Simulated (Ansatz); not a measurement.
CuSe: input and output

Input file of Ansatz 0.2.0:

```yaml
crystal:
  lattice:
    - [2.001185, 3.466154, 0.0]
    - [-2.001185, 3.466154, 0.0]
    - [0.0, 0.0, 6.531912]
  atoms:
    - { symbol: Cu, position: [0.66667, 0.66666, 0.0], spin: 1, spin_axis: [0.0, 0.0, 1.0] }
    - { symbol: Cu, position: [0.33334, 0.33333, 0.5], spin: 1, spin_axis: [0.0, 0.0, 1.0] }
    - { symbol: Se, position: [0.66667, 0.66666, 0.375] }
    - { symbol: Se, position: [0.33334, 0.33333, 0.875] }
kpoints:
  mp_grid: { grid: [7, 7, 4], shift: [0, 0, 0] }
  band_path:
    path:
      - [0.0, 0.0, 0.0]
      - [0.5, 0.0, 0.0]
      - [0.66666667, 0.33333333, 0.0]
      - [0.0, 0.0, 0.0]
      - [0.0, 0.0, 0.5]
      - [0.5, 0.0, 0.5]
      - [0.66666667, 0.33333333, 0.5]
      - [0.0, 0.0, 0.5]
      - [0.5, 0.0, 0.5]
      - [0.5, 0.0, 0.0]
      - [0.66666667, 0.33333333, 0.5]
    npoints: 6
magnetization:
  noncollinear: true
  spin_orbit: true
scf:
  occupations: { method: fermi_dirac }
  lower_state_search: "off"
  max_iter: 200
hamiltonian:
  pseudopotentials: { kind: paw_fr }
  xc: lda
  hubbard:
    projectors: all-electron-ortho-atomic
    sites: [{ species: Cu, l: d, u_eff: 6.09 }]
basis:
  ecutwfc: 420
  fft_grid_basis: typed
output:
  forces: true
  stress: true
  eigenvalues: true
  bader: true
  populations: true
  elf: true
  write_potential: true
  volumetric_format: npy
  dos:
    e_range: [-12, 8]
    de: 0.05
    projected: { site_lists: { Cu: [Cu], Se: [Se] } }
    method: { smearing: { sigma: 0.1, scheme: gaussian } }
checkpoint:
  read: saved_state
```

The run starts from an earlier solution of this cell. The state carries no moments; the state need not be the lowest.

Excerpt of what it printed:

```
Warning: the atoms were moved onto the symmetric positions of the space group found under crystal.symmetry.tolerance 1.0e-5 (fractional; no operation is sought that the atoms, as they stand in a round, miss by more than twice it, and no atom is moved by as much as it), and the run uses the moved positions.
Warning: output.stress: scf.convergence.dr2_threshold = 1e-7 eV (the SCF's general default) is looser than the 4e-10 eV advised for a printed stress (1e-10 eV for each atom of the cell: 4).
Cu: projections on atomic orbitals take those of the free atom [Ne] 3s2 3p6 3d10 4s1, of charge +0.00 (hamiltonian.pseudopotentials.projection_atoms); the dataset's partial waves leave at most 2.0e-9 of an orbital's norm unspanned inside its sphere
Se: projections on atomic orbitals take those of the free atom [Ar] 3d10 4s2 4p4, of charge +0.00 (hamiltonian.pseudopotentials.projection_atoms); the dataset's partial waves leave at most 1.8e-9 of an orbital's norm unspanned inside its sphere
Pseudopotentials: kind: paw_fr
Pseudopotential: Cu, paw_fr, valence charge 19, recommended cutoff 420 eV (normal), Cu.paw.azcp#standard-fr
Pseudopotential: Se, paw_fr, valence charge 16, recommended cutoff 420 eV (normal), Se.paw.azcp#standard-fr
Functional definition: SPW92
  exchange = slater_x
  correlation = pw_c
Crystal: 4 atoms, lattice volume = 90.616 Å³
Basis set: ecut = 420 eV, 1785 PW (Γ)
Bands: 84, of which v1, the nominal top of the filled ones, is band 70 counted from 1 (69 counted from 0)
Symmetry: 6 space group operations + 6 with time reversal
Magnetic group: BNS 186.207 (UNI 1437), of the structure as read, at distance tolerance 4.5e-5 Å
k-points: 25 of 196 (time reversal used)
Initial density: read from a saved state, or passed on in memory by an earlier SCF of this step, an earlier step, the calling program or the single point that the run made first
Starting moments: Σ|m| = 2 μB on 2 of 4 sites; this step starts from the density that it was given
Functional: x = slater, c = lda
Magnetization: |M| = 0.0000 μB,  M = (+0.0000,  0.0000, +0.0000) μB
Absolute magnetization: 0.0000 μB (∫|m|, with the PAW one-centre terms)
  site 0: m = ( 0.0000, +0.0000, +0.0000) μB, |m| = 0.0000 μB  (R = 1.01 Å)
  site 1: m = (+0.0000,  0.0000, +0.0000) μB, |m| = 0.0000 μB  (R = 1.01 Å)
  site 2: m = (+0.0000,  0.0000, +0.0000) μB, |m| = 0.0000 μB  (R = 1.01 Å)
  site 3: m = ( 0.0000, +0.0000, +0.0000) μB, |m| = 0.0000 μB  (R = 1.01 Å)
Free energy (F): -23877.2397 eV
Harris-Foulkes:  -23877.2397 eV  (|F-HF|=2.91e-11)
Internal energy: -23877.1218 eV  (E = F + TS)
E sigma→0 (E₀):  -23877.1807 eV
Entropy (-TS):   -0.1180 eV (-29.494 meV/atom)
Fermi energy:    6.4885 eV
--- Per-component energies (eV) ---
  E_band       = -1885.5048
  E_kinetic    = 835.0880
  E_local      = -16005.6908  (includes V_loc(G=0)·N_el)
  E_nonlocal   = -368.6354
  E_hartree    = 7321.4240
  E_xc         = -379.0293
  E_vxc        = -419.8793  (∫ρ·V_xc dr)
  E_hubbard    = 1.1608  (on-site DFT+U / exact-exchange correction)
  E_vhub       = -57.3880  (the Hubbard potential's part of the band-sum identity)
  E_paw        = -6860.3257  (= ΣΔE_a)
  E_vpaw       = -511.8464  (= ΣTr[D̂ρ^β])
  E_aug_tail   = -0.0008  (compensation charges beyond the density's cutoff)
  E_ewald      = -8426.4650
  E_core_change = 5.3524  (= ΣΔE_core)
  E_smearing   = -0.1180  (= −TS)
--- Forces (eV/Å), atoms counted from 1 ---
  atom   1  Cu     0.0000     0.0000     0.0574
  atom   2  Cu     0.0000     0.0000     0.0574
  atom   3  Se     0.0000     0.0000    -0.0574
  atom   4  Se     0.0000     0.0000    -0.0574
--- Stress (GPa, compression-positive) ---
       -8.9959       0.0000       0.0000
        0.0000      -8.9959       0.0000
        0.0000       0.0000      -8.1709
  P = ⅓ Tr σ = -8.7209 GPa (-87.209 kbar)
--- Löwdin populations: 4 sites ---
  site symbol       q [e]
     0     Cu     18.4464
     1     Cu     18.4464
     2     Se     16.4164
     3     Se     16.4164
  spilling = 0.0039 (of n_electrons = 70.0000)
```

Origin: a known structure type with other elements, at an estimated volume, so it need not be a known compound. Caveats: the SCF threshold is loose for a stress.
